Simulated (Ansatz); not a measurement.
ScHg (CsCl type, Pm-3m), DFT-r²SCAN in the program Ansatz with PAW potentials, all energies at zero smearing, with the estimated change up to a 700 eV cutoff added, with one set of potentials and settings (totals compare only within such a set). Cell of 2 atoms (1 Sc, 1 Hg): -15969.423 eV.

| element | reference phase | E (eV/atom) |
|---|---|---|
| Sc | P6_3/mmc, 2 atoms in the cell | -2140.5738 |
| Hg | P-1, 3 atoms in the cell | -13827.8306 |

Formation energy per atom, worked out: (-15969.423 − 1×(-2140.5738) − 1×(-13827.8306))/2 = -0.510 eV/atom (-49 kJ per mol of atoms), at 0 K, without zero-point energy or fitted corrections.

The first step of the workflow began from a Materials Project structure, measured or hypothetical; the Crystallography Open Database files this formula in space group No. 221, but the cells were not matched. Its standing as an ambient phase is unchecked. The cell was relaxed with r²SCAN under the symmetry of its start; whether a distortion lowers the energy is not shown. No spin polarisation was allowed. The references are the lowest solids computed at this level, not always the standard phases. Spin–orbit coupling is left out wherever it is not named.

Potentials: the later of the program's two PAW sets.
